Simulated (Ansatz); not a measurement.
Input:

Relaxed MgB₂ (AlB2 type, space group P6/mmm):

```yaml
crystal:
  lattice:
    - [6.13485, 0.00000, 0.00000]
    - [-1.53371, 2.65647, 0.00000]
    - [3.06742, 0.00000, 3.51484]
  atoms:
    - { symbol: Mg, position: [0.00000, 0.00000, 0.00000] }
    - { symbol: Mg, position: [0.50000, 0.00000, 0.00000] }
    - { symbol: B, position: [0.91667, 0.66667, 0.50000] }
    - { symbol: B, position: [0.41667, 0.66667, 0.50000] }
    - { symbol: B, position: [0.08333, 0.33333, 0.50000] }
    - { symbol: B, position: [0.58333, 0.33333, 0.50000] }
```

A phonon eigenvector at L = (0.5, 0.0, 0.5) is frozen into this cell: atom i moves by Q times the vector below, so Q is the largest atomic displacement, in Å. The cell is held. (q is in reciprocal vectors of the primitive cell; the cell shown is doubled to hold the pattern.)

```tsv
atom	x	y	z
B3	0.500	-0.866	0.000
B4	-0.500	0.866	0.000
B5	-0.500	0.866	0.000
B6	0.500	-0.866	0.000
```

Atoms not listed stay in place.

The numbers are results of r2SCAN (plane waves to 500 eV, PAW, scalar-relativistic; Ansatz, a program for electronic structure), not measurements. k mesh 17×17×17 (Γ-centred), Fermi-Dirac smearing 0.05 eV. Energies are smeared free energies. With partly filled bands, energies and forces of such displacements shift with the k mesh and the smearing. MgB2 was relaxed with its symmetry unable to fall. ΔE is measured from the undisplaced structure.

The scan covers Q from -0.180 to 0.180 Å in 13 points.

Question: Which space group does the distorted structure have?

Answer: Imma (No. 74), lowered from P6/mmm.

Question: What is the energy change at Q = 0.180 Å?

Answer: 1584 meV/cell.

Question: What harmonic wavenumber does the curvature at Q = 0 give?

Answer: 739 cm⁻¹.

(For displaced atoms, the force is minus the slope of the energy, and its curvature is a force constant, which sets phonon frequencies.)
